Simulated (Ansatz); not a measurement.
NbCu$_{2}$SnS$_{4}$: input and output

Input file of Ansatz 0.2.0:

```yaml
crystal:
  lattice:
    - [0.0, 5.515965, 0.0]
    - [5.515965, 0.0, 0.0]
    - [2.757982, 2.757982, -5.367879]
  atoms:
    - { symbol: Nb, position: [0.0, 0.0, 0.0] }
    - { symbol: Sn, position: [0.5, 0.5, 0.0] }
    - { symbol: Cu, position: [0.25, 0.75, 0.5] }
    - { symbol: Cu, position: [0.75, 0.25, 0.5] }
    - { symbol: S, position: [0.60342, 0.60342, 0.27356] }
    - { symbol: S, position: [0.39658, 0.87698, 0.72644] }
    - { symbol: S, position: [0.12302, 0.12302, 0.27356] }
    - { symbol: S, position: [0.87698, 0.39658, 0.72644] }
  symmetry: { tolerance: 0.0003 }
kpoints:
  mp_grid: { grid: [7, 7, 7], shift: [0, 0, 0] }
  band_path:
    path:
      - [0.0, 0.0, 0.0]
      - [0.5, 0.5, 0.5]
      - [0.5, 0.5, 0.25]
      - [0.0, 0.5, 0.0]
      - [0.0, 0.0, 0.0]
      - [0.0, 0.0, -0.5]
      - [0.0, 0.36800801, -0.315996]
      - [0.0, 0.63199199, 0.315996]
      - [0.0, 0.0, 0.0]
      - [0.5, 0.5, 0.5]
      - [0.36800801, 0.63199199, 0.5]
    npoints: 6
magnetization:
  spin_polarized: false
scf:
  occupations: { method: gaussian, width: 0.0431 }
  lower_state_search: "off"
  max_iter: 200
hamiltonian:
  pseudopotentials: { kind: paw }
  xc: pbe
basis:
  ecutwfc: 420
  fft_grid_basis: typed
output:
  forces: true
  stress: true
  eigenvalues: true
  bader: true
  populations: true
  elf: true
  write_potential: true
  volumetric_format: npy
  dos:
    e_range: [-12, 8]
    de: 0.05
    projected: { site_lists: { Cu: [Cu], Nb: [Nb], S: [S], Sn: [Sn] } }
checkpoint:
  read: saved_state
```

The saved state is an earlier solution for the same cell, perhaps on another mesh. 

Output (shortened):

```
Pseudopotentials: kind: paw
Pseudopotential: Nb, paw, valence charge 13, recommended cutoff 420 eV (normal), Nb.paw.azcp
Pseudopotential: Sn, paw, valence charge 14, recommended cutoff 420 eV (normal), Sn.paw.azcp
Pseudopotential: Cu, paw, valence charge 19, recommended cutoff 420 eV (normal), Cu.paw.azcp
Pseudopotential: S, paw, valence charge 6, recommended cutoff 420 eV (normal), S.paw.azcp
Functional definition: PBE
  exchange = pbe_x(kappa = kappa, mu = beta*pi^2/3)
  correlation = pbe_c(beta = beta)
Crystal: 8 atoms, lattice volume = 163.322 Å³
Basis set: ecut = 420 eV, 3169 PW (Γ), exchange–correlation on 80×80×90 points (8 copies of the dense FFT grid, shifted against one another)
Bands: 54, of which v1, the nominal top of the filled ones, is band 45 counted from 1 (44 counted from 0)
Symmetry: 8 space group operations
Space group: I-42m (ITA 121), of the structure as read, at distance tolerance 1.6e-3 Å
k-points: 40 of 343 (time reversal used)
Initial density: read from a saved state, or passed on in memory by an earlier SCF of this step, an earlier step, the calling program or the single point that the run made first
Functional: x = pbe(κ = 0.804, μ = 0.2195), c = pbe(β = 0.0667)
Free energy (F): -27436.5684 eV
Harris-Foulkes:  -27436.5684 eV  (|F-HF|=8.01e-9)
Internal energy: -27436.5602 eV  (E = F + TS)
E sigma→0 (E₀):  -27436.5643 eV
Entropy (-TS):   -0.0083 eV (-1.031 meV/atom)
Fermi energy:    10.0548 eV
--- Forces (eV/Å), atoms counted from 1 ---
  atom   1  Nb     0.0000     0.0000     0.0000
  atom   2  Sn     0.0000     0.0000     0.0000
  atom   3  Cu     0.0000     0.0000     0.0000
  atom   4  Cu     0.0000     0.0000     0.0000
  atom   5  S      1.5625     1.5625    -0.2760
  atom   6  S      1.5625    -1.5625     0.2760
  atom   7  S     -1.5625    -1.5625    -0.2760
  atom   8  S     -1.5625     1.5625     0.2760
--- Stress (GPa, compression-positive) ---
        3.5034       0.0000       0.0000
        0.0000       3.5034       0.0000
        0.0000       0.0000       3.0332
  P = ⅓ Tr σ = 3.3467 GPa (33.467 kbar)
--- Löwdin populations: 8 sites ---
  site symbol       q [e]
     0     Nb     12.6386
     1     Sn     13.3608
     2     Cu     18.3803
     3     Cu     18.3803
     4      S      6.3969
     5      S      6.3969
     6      S      6.3969
     7      S      6.3969
  spilling = 0.0073 (of n_electrons = 89.0000)
--- Bader charges: 8 sites ---
  site symbol  charge [e]  shift [e]
     0     Nb      1.3457     0.0013
     1     Sn      1.3107     0.0026
     2     Cu      0.4847     0.0001
     3     Cu      0.4847     0.0001
     4      S     -0.9065     0.0003
     5      S     -0.9065     0.0003
     6      S     -0.9064     0.0003
     7      S     -0.9065     0.0003
```

Origin: a known structure type with other elements, at an estimated volume, so it need not be a known compound. Caveats: many states at the Fermi level without spin polarisation, so a magnetic state may lie lower; atoms or cell far from equilibrium.
